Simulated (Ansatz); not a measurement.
## Property card for SrPb3

SrPb$_{3}$:
```
SrPb3
1.0
    4.87804     0.00000     0.00000
    0.00000     4.87804     0.00000
    0.00000     0.00000     4.87804
Sr Pb
1 3
Direct
  0.00000   0.00000   0.00000
  0.50000   0.50000   0.00000
  0.00000   0.50000   0.50000
  0.50000   0.00000   0.50000
```

Space group Pm-3m (No. 221), Cu3Au type; conventional cell a = 4.8780 Å, b = 4.8780 Å, c = 4.8780 Å, α = 90.00°, β = 90.00°, γ = 90.00°.

Method: LDA in the plane-wave PAW code Ansatz. Geometry: relaxed at this level of theory. Other levels are named where they apply.

Cell and energy:

```json
{
 "volume_per_atom": "29.02 Å³",
 "density": "10.15 g/cm³",
 "Formation energy from the elements (no fitted shifts)": "-0.43 eV/atom"
}
```

Electronic structure:

```json
{
 "electronic_character": "metallic (no gap)",
 "Density of states at the Fermi level": "0.12 states/eV per atom (mean over ±0.08 eV)"
}
```

Mechanics:

```json
{
  "Bulk modulus (Birch–Murnaghan fit)": "459 kbar",
  "Pressure derivative B′": "4.6",
  "Elastic constants (relaxed ions, GPa)": "C11 = 72.4, C12 = 32.9, C44 = 28.5",
  "mechanical_stability": "stable (all eigenvalues of C positive)",
  "hill_bulk_and_shear_moduli": "46.1 and 24.6 GPa",
  "Young's modulus": "62.6 GPa",
  "Poisson's ratio": "0.27",
  "debye_temperature_from_the_elastic_constants": "168 K"
}
```

Phonons:

```json
{
 "highest_zone_centre_frequency": "129 cm^-1",
 "zone_centre_stability": "no imaginary mode at Γ"
}
```

The workflow started from an entry of the Crystallography Open Database (COD); the relaxed space group is not among those it files for this formula. COD files the formula under space group No. 123, so this cell is another polymorph or a model. Whether it is the stable phase at ambient conditions was not checked. Symmetry was held in the LDA relaxation. As this level gives no gap, shear constants depend on the k-mesh and smearing (Fermi–Dirac, 0.1 eV here). As this level gives no gap, phonon frequencies hold no LO–TO term and depend on the k-mesh and smearing (Fermi–Dirac, 0.1 eV here). The references are the lowest solids computed at this level, not always the standard phases. Spin–orbit coupling is left out wherever it is not named.

Potentials: the later of the program's two PAW sets.
